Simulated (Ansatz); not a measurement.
Level of theory: Ansatz 0.2.0, DFT PBE, scalar-relativistic, plane waves, PAW. All cells share a 420 eV cutoff and Γ-centred k meshes spaced about 0.3 Å⁻¹ or finer (0.25 for metals, 2π included). No spin polarisation.

Temperature and zero-point effects are left out.

Compare these two cells of ZrNb₂N₄, each relaxed at this level.

A. Space group C2/m (No. 12), monoclinic, a = 11.620 Å, b = 3.142 Å, c = 5.325 Å, β = 116.4°. Zr has 6 N at 2.21–2.26 Å, 2 Nb at 2.94 Å and 2 Zr at 3.14 Å; around Nb lie 3 N at 2.05–2.07 Å, 3 N at 2.28–2.29 Å and 1 Zr at 2.94 Å; N on its first site is surrounded by 2 Nb at 2.05 Å, 1 Zr at 2.21 Å and 1 Nb at 2.28 Å; around N on its second site lie 1 Nb at 2.07 Å, 2 Zr at 2.26 Å and 2 Nb at 2.29 Å.

B. Space group Pmm2 (No. 25), orthorhombic, a = 3.660 Å, b = 4.288 Å, c = 6.359 Å. Around Zr lie 1 N at 2.06 Å, 4 N at 2.20–2.26 Å, 4 Nb at 3.13 Å and 2 Nb at 3.45 Å; Nb on its first site has 5 N at 2.03–2.15 Å, 2 Nb at 2.98 Å and 2 Zr at 3.45 Å; Nb on its second site has 3 N at 1.93–2.03 Å, 2 N at 2.14 Å, 2 Nb at 2.98 Å and 4 Zr at 3.13 Å; N on its first site has 2 Nb at 2.03 Å and 2 Zr at 2.20 Å; N on its second site is surrounded by 1 Nb at 1.93 Å and 2 Nb at 2.15 Å; 2 more sites not described.

Problem. Which would you expect to be lower, and how large is the difference?

Solution. A is lower, by 36 meV/atom. A has space group C2/m (No. 12), 12.4 Å³/atom and no gap on its mesh; B has space group Pmm2 (No. 25), 14.3 Å³/atom and no gap. Counting N atoms around Nb and Zr (those within 1.25 times the shortest such distance or 1.15 times the sum of covalent radii, 1.27 where that leaves under three; a plus sign parts nearer from farther groups), A has Zr 6, Nb 3+3 and B has Zr 5, Nb 5. The denser one is the lower, and pressure would at first widen the difference. Both come from trial cells of a structure search, whose lowest cell (P2/m, 12.3 Å³/atom) lies 76 meV/atom below the lower of the two.

With atoms moved at random, A came back. B had no clear such test and can be a saddle point. Some types were kept out of the candidates beforehand, so the set may lack a known form.
